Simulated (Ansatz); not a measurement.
Method: Ansatz 0.2.0, DFT, m-r2SCAN, plane waves (500 eV) with PAW, scalar-relativistic. The PAW files were generated under PBE, with cores re-solved for the functional.

An element in the diamond structure gives this curve. The cell is scaled uniformly from the relaxed one, with fractional coordinates and shape fixed. Energies are extrapolated to zero smearing, pressures are those at the given smearing. Magnetic state: ferromagnetic.

```json
{"V (Å³/atom)": "13.901", "E − E₀ (meV/atom)": "93.8", "P (GPa)": "18.16", "sphere moment (μB)": "0.78"}
{"V (Å³/atom)": "14.533", "E − E₀ (meV/atom)": "37.9", "P (GPa)": "10.66", "sphere moment (μB)": "0.79"}
{"V (Å³/atom)": "15.165", "E − E₀ (meV/atom)": "8.5", "P (GPa)": "4.71", "sphere moment (μB)": "0.80"}
{"V (Å³/atom)": "15.796", "E − E₀ (meV/atom)": "0.0", "P (GPa)": "-0.01", "sphere moment (μB)": "0.81"}
{"V (Å³/atom)": "16.428", "E − E₀ (meV/atom)": "8.1", "P (GPa)": "-3.76", "sphere moment (μB)": "0.81"}
{"V (Å³/atom)": "17.060", "E − E₀ (meV/atom)": "29.4", "P (GPa)": "-6.72", "sphere moment (μB)": "0.82"}
{"V (Å³/atom)": "17.692", "E − E₀ (meV/atom)": "61.1", "P (GPa)": "-9.06", "sphere moment (μB)": "0.83"}
```

Q: Which element is it?
A. ruthenium
B. nickel
C. iron
D. rhodium

A: B. Its fit is V₀ = 15.78 Å³/atom, B₀ = 105 GPa, B₀′ = 4.8.

m-r²SCAN is r²SCAN on the gauge-invariant kinetic-energy density; without spin polarisation the two are equal.
